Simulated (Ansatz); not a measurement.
# Pt (diamond): energy against volume

Computed with DFT, r2SCAN, plane waves (500 eV) with PAW, scalar-relativistic (Ansatz). (PAW data from PBE, frozen cores regenerated.)

The cell is scaled uniformly from the relaxed one, with fractional coordinates and shape fixed. Energies are extrapolated to zero smearing, pressures are those at the given smearing. Magnetic state: ferromagnetic.

A Birch-Murnaghan fit gives V₀ = 23.62 Å³/atom, B₀ = 127 GPa, B₀′ = 5.1.

(1) What are the energy above the minimum and the pressure at 21.727 Å³/atom?

(2) What are the energy above the minimum and the pressure at 22.671 Å³/atom?

(3) What are the energy above the minimum and the pressure at 26.450 Å³/atom?

Results:

(1) 71.9 meV/atom and 13.07 GPa as computed.

(2) 16.4 meV/atom and 5.79 GPa as computed.

(3) 107.0 meV/atom and -10.68 GPa as computed.
